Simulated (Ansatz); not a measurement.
# Computed properties of TiNb

TiNb:
```yaml
crystal:
  lattice:
    - [1.61195, -2.29598, 0.00000]
    - [1.61195, 2.29598, 0.00000]
    - [0.00000, 0.00000, 4.57540]
  atoms:
    - { symbol: Ti, position: [0.50000, 0.50000, 0.50000] }
    - { symbol: Nb, position: [0.00000, 0.00000, 0.00000] }
```

Space group Cmmm (No. 65); conventional cell a = 3.2239 Å, b = 4.5920 Å, c = 4.5754 Å, α = β = γ = 90.00°.

Method: plane-wave PAW PBEsol (Ansatz code). Geometry: relaxed at this level of theory. Other levels are named where they apply.

### Cell and energy

```
Item                                                          Result
-----------------------------------------------------  -------------
Volume per atom                                             16.93 Å³
Density                                                   6.90 g/cm³
Formation energy from the elements (no fitted shifts)  0.039 eV/atom
```

### Electronic structure

```
Property                                                                   Result
------------------------------------  -------------------------------------------
Electronic character                                            metallic (no gap)
Density of states at the Fermi level  1.7 states/eV per atom (mean over ±0.08 eV)
Gap with spin–orbit coupling                                      none (metallic)
```

### Mechanics

```
Quantity                                                                                                                                     Value
--------------------------------------------  ----------------------------------------------------------------------------------------------------
Bulk modulus (Birch–Murnaghan fit)                                                                                                         147 GPa
Pressure derivative B′                                                                                                                         3.5
Elastic constants (relaxed ions, GPa)         C11 = 196, C22 = 207, C33 = 183, C12 = 124, C13 = 120, C23 = 125, C44 = 39.6, C55 = 25.7, C66 = 48.9
Mechanical stability                                                                                        stable (all eigenvalues of C positive)
Hill bulk and shear moduli                                                                                                        147 and 36.4 GPa
Young's modulus                                                                                                                            101 GPa
Poisson's ratio                                                                                                                               0.39
Debye temperature from the elastic constants                                                                                                 301 K
```

### Phonons

```
Quantity                                        Value
-----------------------------  ----------------------
Highest zone-centre frequency               173 cm^-1
Zone-centre stability          no imaginary mode at Γ
```

The first step of the workflow began from a Materials Project structure, measured or hypothetical; the Crystallography Open Database copy checked does not list it. With Ti and Nb taken as one species the cell has the higher symmetry Im-3m, so it may be an ordered model of a mixed-site phase. Its standing as an ambient phase is unchecked. Symmetry was held in the PBEsol relaxation. The run is not spin-polarised. As this level gives no gap, shear constants depend on the k-mesh and smearing (Fermi–Dirac, 0.1 eV here). As this level gives no gap, phonon frequencies hold no LO–TO term and depend on the k-mesh and smearing (Fermi–Dirac, 0.1 eV here). Axis ratios of metals converge slowly with the k-mesh, so a and c are less sure than the volume. On the denser mesh and wider smearing of the elastic run this cell carries a stress of 0.4 GPa. The references are the lowest solids computed at this level, not always the standard phases. Scalar-relativistic: spin–orbit coupling is off unless named, which matters more the heavier the elements.

Potentials: the later of the program's two PAW sets.
